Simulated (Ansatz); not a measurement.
EuSe:
```xyz
2
Lattice="0.0000 2.9870 2.9870 2.9870 0.0000 2.9870 2.9870 2.9870 0.0000" Properties=species:S:1:pos:R:3 pbc="T T T"
Eu     0.0000     0.0000     0.0000
Se     2.9870     2.9870     2.9870
```
The run is spin-polarised; directions of the spins, atom by atom: ↑ 0.

Relaxed with PBEsol.

Task: Give the Bader charges and basin volumes of the independent atoms, PBEsol in the plane-wave PAW code Ansatz.

Result: 

```json
[
 {"atom": "Eu1", "Bader charge (e)": "+1.36", "Bader volume (Å³)": "20.2"},
 {"atom": "Se2", "Bader charge (e)": "-1.36", "Bader volume (Å³)": "33.0"}
]
```

Space group Fm-3m (rock salt). The workflow started from an entry of the Crystallography Open Database (COD). Whether it is the stable phase at ambient conditions was not checked. Symmetry was held in the PBEsol relaxation; its stability against distortions is not shown here. Magnetic state: ferromagnetic, chosen from 3 collinear starts compared on coarse meshes (ties went to the first, and starts can fall back to one state), not a proven ground state. The 4f shell is in the valence, and the state reached may lie above the lowest one. No Hubbard U is applied. Spin–orbit coupling is left out wherever it is not named.

Potentials: the later of the program's two PAW sets.
